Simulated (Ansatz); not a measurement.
**Elastic constants of ZnAg at 6 GPa (stress–strain coefficients): input and output**

Method: DFT PBEsol, scalar-relativistic, plane waves, PAW (Ansatz).

Launched with:
```bash
ansatz run input.yaml --threads 1 --pin off --max-ram 3072MiB --backend cpu --events-out ev --progress --plain --runs-dir out
```

Input (bare energies are in eV):
```yaml
crystal:
  lattice:
    - [3.0700879214, 0.0, 0.0]
    - [0.0, 3.0700879214, 0.0]
    - [0.0, 0.0, 3.0700879214]
  atoms:
    - { symbol: Zn, position: [0.5, 0.5, 0.5] }
    - { symbol: Ag, position: [0.0, 0.0, 0.0] }
basis:
  ecutwfc: 420
kpoints:
  mp_grid: { grid: [14, 14, 14] }
hamiltonian:
  xc: pbesol
scf:
  occupations: { method: fermi_dirac, width: 0.15 }
output:
  forces: true
  stress: true
  eigenvalues: true
elastic:
  mode: relaxed_ion
  amplitude: 0.005
```

From the output:
```
--- Elastic constants: 2 strain directions × 4 members + reference (group order 48) ---
  dense FFT box of the reference and of every strained cell: 24×24×24
  strains applied: 11, 23; error gains: componentwise 1.00 (the most a stress slope's error grows in a printed constant), spectral 1.73 (1 for all six strains in a standard setting)
  C = ∂σ_k/∂η_j (tension-positive GPa; Voigt order 11 22 33 23 13 12):
       158.780    140.358    140.358     -0.000     -0.000     -0.000
       140.358    158.780    140.358     -0.000     -0.000     -0.000
       140.358    140.358    158.780     -0.000     -0.000     -0.000
         0.000     -0.000     -0.000     84.115      0.000      0.000
         0.000      0.000     -0.000     -0.000     84.115     -0.000
         0.000     -0.000      0.000      0.000      0.000     84.115
  reference stress σ⁰ (GPa):     -6.009     -6.009     -6.009     -0.000     -0.000     -0.000
  C* (energy form; C + prestress term) asymmetry max|C*_kj − C*_jk| = 2.842e-14 GPa — a small one proves nothing (zero by symmetry where the batch's group is 432, −43m or m−3m); a large one is finite-difference/SCF noise where every solve ...
  moduli (Voigt/Reuss/Hill, GPa): K = 146.50/146.50/146.50   G = 54.15/19.78/36.97   E = 102.29   ν = 0.384
  mechanically stable: yes (min eigenvalue of sym C = 18.42 GPa)
  strain η (Voigt 11):  stress-route row diagonal C_11 = 158.78 GPa, energy-path curvature d²(F+E_count+ΔE)/dδ²/Ω₀ = 158.95 GPa
    cells at ±δ against ±2δ: C11 158.82 and 158.95 GPa, apart by 0.08 % of the column's largest entry
         δ    σ_11 (GPa) F (eV) n_scf n_hpsi n_pw
    -1.000e-2      -7.6777      -10803.2656426       8  117093    574   relax 0 steps, max|allowed force component| 3.94e-30 eV/Å
    -5.000e-3      -6.8228      -10803.2721892       5  114092    587   relax 0 steps, max|allowed force component| 1.26e-29 eV/Å
     5.000e-3      -5.2345      -10803.2830530       5   94521    587   relax 0 steps, max|allowed force component| 3.35e-30 eV/Å
     1.000e-2      -4.4987      -10803.2874428       8  105756    591   relax 0 steps, max|allowed force component| 4.54e-30 eV/Å
  strain η (Voigt 23):  stress-route row diagonal C_44 = 84.12 GPa, energy-path curvature d²(F+E_count+ΔE)/dδ²/Ω₀ = 87.17 GPa
    cells at ±δ against ±2δ: C44 84.09 and 84.02 GPa, apart by 0.09 % of the column's largest entry
         δ    σ_23 (GPa) F (eV) n_scf n_hpsi n_pw
    -1.000e-2      -0.8402      -10803.2771925       8  186421    587   relax 0 steps, max|allowed force component| 6.41e-29 eV/Å
    -5.000e-3      -0.4205      -10803.2777828       5  150871    587   relax 0 steps, max|allowed force component| 0.00e0 eV/Å
     5.000e-3       0.4205      -10803.2777828       4  142327    587   relax 0 steps, max|allowed force component| 3.94e-31 eV/Å
     1.000e-2       0.8402      -10803.2771925       7  156010    587   relax 0 steps, max|allowed force component| 1.28e-28 eV/Å
```

It took 92 s on 1 thread of Arm Neoverse V2, with other jobs on the host, peak memory 0.52 GiB.

In a metal, frequencies and elastic constants depend on the k mesh and the smearing, soft modes and shear constants most. Other phases may be more stable at this pressure.

The least eigenvalue is 18.4 GPa; in a metal on this mesh the verdict on stability isn't firm within about 20 GPa or a tenth of the bulk modulus.